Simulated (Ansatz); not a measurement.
# Run record: TiO$_{2}$

We look at TiO$_{2}$: an experimental structure (space group I4_1/amd), with 6 atoms per cell. The computed pressure is over 10 GPa in size, so the cell is far from the computed equilibrium volume (the chosen U may not suit it). Source: COD entry 9008213; the sample's temperature and pressure aren't taken into account, and it need not be the stable phase.

Level of theory: Ansatz, DFT, PBE+U, PAW, plane waves, scalar-relativistic.

The input:

```yaml
crystal:
  lattice:
    - [-1.8921, 1.8921, 4.7573]
    - [1.8921, -1.8921, 4.7573]
    - [1.8921, 1.8921, -4.7573]
  atoms:
    - { symbol: Ti, position: [0.0, 0.0, 0.0] }
    - { symbol: Ti, position: [0.75, 0.25, 0.5] }
    - { symbol: O, position: [0.2081, 0.2081, 0.0] }
    - { symbol: O, position: [0.9581, 0.4581, 0.5] }
    - { symbol: O, position: [0.5419, 0.0419, 0.5] }
    - { symbol: O, position: [0.7919, 0.7919, 0.0] }
hamiltonian:
  xc: pbe
  pseudopotentials: { kind: paw }
  hubbard: { sites: [{ species: Ti, l: d, u_eff: 5.9 }] }
basis:
  ecutwfc: 420
kpoints:
  mp_grid: { grid: [5, 5, 7] }
scf:
  occupations: { method: fermi_dirac, width: 0.05 }
  lower_state_search: "off"
output:
  forces: true
  stress: true
```

Program output, abridged:

```
Warning: crystal.symmetry: narrowed to the stabiliser of the k-point mesh — unitary ops 16 → 4; excluded 12 operations that carry a point of the 5×5×7 mesh (shift [0, 0, 0]) off the mesh (the run samples exactly the mesh kpoints.mp_grid names, as under crystal.symmetry.detect: false, and its converged state has the mesh's symmetry, not the crystal's; [...]
basis.fft_grid_basis auto: the FFT boxes are laid along the combinations [[1, 0, 1], [0, 1, 1], [0, 0, 1]] of the cell's own vectors, 3.784, 3.784 and 5.458 Å long. The dense box has 27×27×40 points. Along the cell's own vectors, as sized, it would have 40×40×40, 2.19 times as many. [...]
Ti: projections on atomic orbitals take those of the free atom [Ne] 3s2 3p6 3d2 4s2, of charge +0.00 (hamiltonian.pseudopotentials.projection_atoms); the dataset's partial waves leave at most 4.1e-7 of an orbital's norm unspanned inside its sphere
O: projections on atomic orbitals take those of the free atom [He] 2s2 2p4, of charge +0.00 (hamiltonian.pseudopotentials.projection_atoms); the dataset's partial waves leave at most 1.9e-8 of an orbital's norm unspanned inside its sphere
Pseudopotentials: kind: paw
Pseudopotential: Ti, paw, valence charge 12, recommended cutoff 420 eV (normal), Ti.paw.azcp
Pseudopotential: O, paw, valence charge 6, recommended cutoff 420 eV (normal), O.paw.azcp
Functional definition: PBE
Crystal: 6 atoms, lattice volume = 68.125 Å³
Basis set: ecut = 420 eV, 1315 PW (Γ), FFT grids on a1+a3, a2+a3, a3, exchange–correlation on 54×54×80 points (8 copies of the dense FFT grid, shifted against one another)
Bands: 30, of which v1, the nominal top of the filled ones, is band 24 counted from 1 (23 counted from 0)
Symmetry: 4 space group operations
k-points: 54 of 175
Non-local potential: Ti, projectors of the file, l = 0: 3, l = 1: 2, l = 2: 3, l = 3: 1
Non-local potential: O, projectors of the file, l = 0: 2, l = 1: 2, l = 2: 1
Initial density: superposition of atomic densities (chi_scale 0.1, normalization cell, long waves of neutral atoms under a Hubbard term (reshape's long-wave potential 0.00 eV rms, cloud 2.26 Å wide))
Initial wavefunctions: pseudopotential atomic-orbital guess
Functional: x = pbe(κ = 0.804, μ = 0.2195149727645171), c = pbe(β = 0.06672455060314922)
SCF iter   1: F=—  HF=-7269.049629 eV  |F-HF|=—  |Δ(HF+E_count)|=         —  Δρ=1.07e-1  dr2=8.29e0  ethr=3.10e-3  ⟨swp⟩=4.9  Hψ=6482  notcnv=0
preconditioner: auto → none  [insulator: Δε(μ)=4.093 eV  Ē_g=11.148 eV  σ=0.050 eV  W_gap=1.00  n_scr=14 (ndim 8)  ℏωp=25.4 eV  f_vac=0.000  D(μ)=0.00/eV (n_scr^D=0)  ε∞_Penn≈6.2]
SCF iter   2: F=—  HF=-7269.480199 eV  |F-HF|=—  |Δ(HF+E_count)|=   4.31e-1  Δρ=1.41e-1  dr2=1.23e1  ethr=3.10e-3  ⟨swp⟩=3.6  Hψ=4239  notcnv=0  defer=98
SCF iter   3: F=—  HF=-7267.604921 eV  |F-HF|=—  |Δ(HF+E_count)|=    1.88e0  Δρ=2.75e-2  dr2=3.73e-1  ethr=3.10e-3  ⟨swp⟩=3.5  Hψ=3721  notcnv=0  defer=62
SCF iter   4: F=—  HF=-7267.712084 eV  |F-HF|=—  |Δ(HF+E_count)|=   1.07e-1  Δρ=1.03e-2  dr2=2.80e-2  ethr=7.77e-4  ⟨swp⟩=2.5  Hψ=2651  notcnv=0  defer=55
SCF iter   5: F=—  HF=-7267.748843 eV  |F-HF|=—  |Δ(HF+E_count)|=   3.68e-2  Δρ=3.17e-3  dr2=5.37e-3  ethr=5.83e-5  ⟨swp⟩=2.8  Hψ=2741  notcnv=0  defer=55
SCF iter   6: F=—  HF=-7267.749121 eV  |F-HF|=—  |Δ(HF+E_count)|=   2.78e-4  Δρ=9.62e-4  dr2=5.70e-4  ethr=1.12e-5  ⟨swp⟩=2.4  Hψ=3034  notcnv=0  defer=56
SCF iter   7: F=—  HF=-7267.749008 eV  |F-HF|=—  |Δ(HF+E_count)|=   1.13e-4  Δρ=1.97e-4  dr2=2.93e-5  ethr=1.19e-6  ⟨swp⟩=2.1  Hψ=2101  notcnv=0  defer=55
SCF iter   8: F=—  HF=-7267.749003 eV  |F-HF|=—  |Δ(HF+E_count)|=   4.31e-6  Δρ=5.85e-5  dr2=2.83e-6  ethr=6.10e-8  ⟨swp⟩=2.1  Hψ=2162  notcnv=0  defer=55
SCF iter   9: F=-7267.749003 eV  HF=-7267.749003 eV  |F-HF|=2.31e-8  |Δ(HF+E_count)|=   4.15e-7  Δρ=5.53e-6  dr2=2.95e-8  ethr=2.08e-10  ⟨swp⟩=3.5  Hψ=6999  notcnv=0
SCF 1 converged in 9 iterations: F = -7267.749003 eV  dr2 = 2.95e-8
  greatest PAW one-centre occupation: 0.999 electrons in one spin orbital (limit 2), on the Ti atom at site 1 (counted from 0), in its partial waves of l = 0
SCF converged after 9 iterations
Free energy (F): -7267.749003 eV
Harris-Foulkes:  -7267.749003 eV  (|F-HF|=2.31e-8)
Internal energy: -7267.749003 eV  (E = F + TS)
E sigma→0 (E₀):  -7267.749003 eV
Fermi energy:    9.318079 eV
--- Per-component energies (eV) ---
  E_band       = -457.545399
  E_kinetic    = 1249.759665
  E_local      = -3557.440417  (includes V_loc(G=0)·N_el)
  E_nonlocal   = 192.563227
  E_hartree    = 1374.952088
  E_xc         = -494.196823
  E_vxc        = -625.859384  (∫ρ·V_xc dr)
  E_hubbard    = 9.224213  (on-site DFT+U / exact-exchange correction)
  E_vhub       = 6.477775  (the Hubbard potential's part of the band-sum identity)
  E_paw        = -2720.425577  (= ΣΔE_a)
  E_vpaw       = -472.967774  (= ΣTr[D̂ρ^β])
  E_aug_tail   = 0.010172  (compensation charges beyond the density's cutoff)
  E_ewald      = -3322.195552
  E_smearing   = -0.000000  (= −TS)
  E_closure    = 0.000000  (closes the sum)
  Σ components = -7267.749003   (vs F -7267.749003, Δ=0.00e0)
--- Forces (eV/Å), atoms counted from 1 ---
  atom   1  Ti     0.00003156    -0.00003156    -0.00000000
  atom   2  Ti    -0.00003156     0.00003156     0.00000000
  atom   3  O     -0.00000726    -0.00002648     0.04935363
  atom   4  O     -0.00002648    -0.00000726     0.04935363
  atom   5  O      0.00000726     0.00002648    -0.04935363
  atom   6  O      0.00002648     0.00000726    -0.04935363
  max |Σ_I F_I| component: 6.94e-18 eV/Å
--- Stress (GPa, compression-positive) ---
       10.326634      -0.000574       0.000439
       -0.000574      10.326634       0.000439
        0.000439       0.000439      10.558906
  P = ⅓ Tr σ = 10.4041 GPa (104.041 kbar)
```

The mesh has less symmetry than the lattice, which lowers the symmetry of the run.

The run took 8.4 s on 2 threads of Arm Neoverse N1, with other jobs on the host, peak memory 0.52 GiB.
